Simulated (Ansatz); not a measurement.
HgBr2 in space group Cmc2_1 (No. 36; Hg on 4a, Br on 4a, Br on 4a), r²SCAN+D4 in the plane-wave PAW code Ansatz. The conduction-band minimum lies at Γ, with 1 equivalent valley. Second derivatives d²E/dk² of the lowest band at one valley (eV·Å²), along Cartesian directions:

```json
[
 {"direction": "[100]", "d²E/dk²": "13.69"},
 {"direction": "[010]", "d²E/dk²": "19.97"},
 {"direction": "[001]", "d²E/dk²": "21.64"},
 {"direction": "[110]", "d²E/dk²": "16.83"},
 {"direction": "[101]", "d²E/dk²": "17.66"},
 {"direction": "[011]", "d²E/dk²": "20.80"}
]
```

Task: Find the principal effective masses, the density-of-states mass and the conductivity mass.

Result: Off-diagonal terms follow from H_xy = H[110] − (H_xx + H_yy)/2, and m*/mₑ = 7.620 eV·Å² over each eigenvalue: 0.35, 0.38, 0.56. One valley's DOS mass (m₁m₂m₃)^(1/3) = 0.42, conductivity mass 3/(Σ 1/mᵢ) = 0.41 mₑ.

Task: What effective density of states Nc follows at 300 K for parabolic valleys?

Result: Nc = 2.509e19 × 1 × (0.42)^(3/2) ≈ 6.8e18 cm⁻³.

The workflow started from an entry of the Crystallography Open Database (COD). Whether it is the stable phase at ambient conditions was not checked. The r²SCAN+D4 relaxation kept the symmetry of its start; its stability against distortions is not shown here. Spin–orbit coupling is left out wherever it is not named.

Potentials: the later of the program's two PAW sets.

Edges and masses are those of Kohn–Sham bands, whose gap is no quasiparticle gap.
